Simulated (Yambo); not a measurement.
TlCl3 (space group C2/m, No. 12); a = b = 6.6334 Å, c = 6.3623 Å, α = β = 99.75°, γ = 119.95°. With the G0W0 scissor the direct gap on the mesh is 3.55 eV. Axes are Cartesian, with cell vectors (Å) (3.32, -5.74, 0.00), (3.32, 5.74, 0.00), (-2.15, 0.00, 5.99).

Can the lowest exciton of this BSE run be trusted, and with what binding energy? (Yambo, PBEsol bands; 4×4×4 mesh, 18 valence and 7 conduction bands, static screening with 121 bands and a 3 Ry block, scissor 1.52 eV, Tamm-Dancoff.)

The mesh holds a bound state, but the numbers are provisional. These are vertical excitations (zero momentum); the indirect quasiparticle gap, about 3.40 eV, is smaller than the direct one (3.55 eV on the GW mesh). The lowest state lies at 2.98 eV (dark for light along x), the direct quasiparticle gap on this mesh at 3.55 eV. Its binding energy, counted from that gap, is 0.57 eV; it spreads over about 53 k points of the mesh. Convergence with the mesh was not shown. The first optically allowed state is at 3.01 eV. The scissor comes from a G0W0 run whose convergence isn't established. Spin-orbit coupling is left out; with 6p states at a band edge it can lower the gap by many tenths of an eV, most of a small gap.

The standard potential for Tl keeps a d shell in the valence without the s and p states of that shell. In tests on such compounds this moved G0W0 gaps by up to about 0.9 eV, so absolute quasiparticle energies here are unreliable; differences between settings are what counts.

Geometry relaxed with PBE+D3(BJ).

The structure is a Materials Project entry; no match was found in the copy of COD used, and its stability was not checked.
